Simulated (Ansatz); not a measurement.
## NiMoIrPdW and the effect of the functional

```yaml
crystal:
  lattice:
    - [-1.37004, 1.37004, 9.71647]
    - [1.37004, -1.37004, 9.71647]
    - [1.37004, 1.37004, -9.71647]
  atoms:
    - { symbol: Ni, position: [0.19862, 0.19862, 0.00000] }
    - { symbol: Mo, position: [0.60922, 0.60922, 0.00000] }
    - { symbol: Pd, position: [0.79310, 0.79310, 0.00000] }
    - { symbol: Ir, position: [0.39944, 0.39944, 0.00000] }
    - { symbol: W, position: [0.99565, 0.99565, 0.00000] }
```

The cell comes from a database or a generator and needn't be the stable form of this composition.

Kept alike: task band structure; k mesh 13 × 13 × 13; occupations fermi-dirac, width 0.05 eV; collinear spin, ferromagnetic start. Program: Ansatz, Ansatz PAW, cutoff 420 eV. The mesh is that of the run's cell of 5 atoms. No spin-orbit coupling.

| run | pressure (GPa) |
| --- | --- |
| A | -9.17 |
| B | -14.69 |
| C | 4.10 |

Pressure is positive in compression, with a Pulay correction for the finite cutoff. For a metal such a mesh leaves the last digits unconverged. The moments vanished: the runs ended non-magnetic. All rows use potentials made for PBE.

Question: The runs differ in the functional alone: LDA; PBEsol; RPBE. Which run is which?

Answer: Run A is PBEsol; run B is LDA; run C is RPBE. The pressure runs from -14.69 (LDA) to 4.10 GPa (RPBE).
